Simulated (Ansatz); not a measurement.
ZrB₂ in space group P6/mmm (No. 191; Zr on 1a, B on 2d) at seven volumes, the program Ansatz at the PBEsol level (PAW), shape and atoms relaxed at each. One row is withheld.

| V (Å³/atom) | P (GPa) |
|---|---|
| 9.168 | 28.35 |
| 9.470 | 17.47 |
| 9.772 | 8.09 |
| 10.075 | 0.01 |
| 10.377 | ? |
| 10.679 | -12.97 |
| 10.981 | -18.15 |

Fit the shown pressures and predict the withheld one.

P = (3/2)B₀(x^(7/2) − x^(5/2))[1 + (3/4)(B′ − 4)(x − 1)] with x = (V₀/V)^(2/3). Least squares on the six rows gives V₀ = 10.075 Å³/atom, B₀ = 250 GPa, B′ = 3.93. At V = 10.377, x = 0.9805 and P = -6.97 GPa. The run itself gave -6.96 GPa.

Symmetry was held in the PBEsol relaxation; of distortions, only those at the zone centre were tested. No spin polarisation was allowed.

Potentials: the later of the program's two PAW sets.
